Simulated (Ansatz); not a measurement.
A: Cu₂O (cuprite type, space group Pn-3m), a = b = c = 4.222 Å, α = β = γ = 90.00°
B: CoSi2 (fluorite type, space group Fm-3m), a = 5.3122 Å, b = 5.3122 Å, c = 5.3122 Å, α = 90.00°, β = 90.00°, γ = 90.00°
C: PbSe (rock salt), a = 6.1016 Å, b = 6.1016 Å, c = 6.1016 Å, α = 90.00°, β = 90.00°, γ = 90.00°

Scan: energy over volume and axial ratio (atoms clamped). One method and one kind of scan serve all of them; meshes and ranges differ. All were relaxed with their symmetry unable to fall. CoSi2 is run without spin polarisation. Cu2O is run without spin polarisation. Spin-orbit coupling is left out.

**Question.** Put the candidates in order of shear modulus C′ = (C11 − C12)/2 (fitted), lowest first, for PBEsol (plane waves to 420 eV, PAW, scalar-relativistic; Ansatz, an electronic-structure program).

**Answer.** A (9 GPa), B (50 GPa), C (63 GPa)

(A scan under strain: stresses follow from slopes of the energy per volume, elastic moduli from its curvatures.)
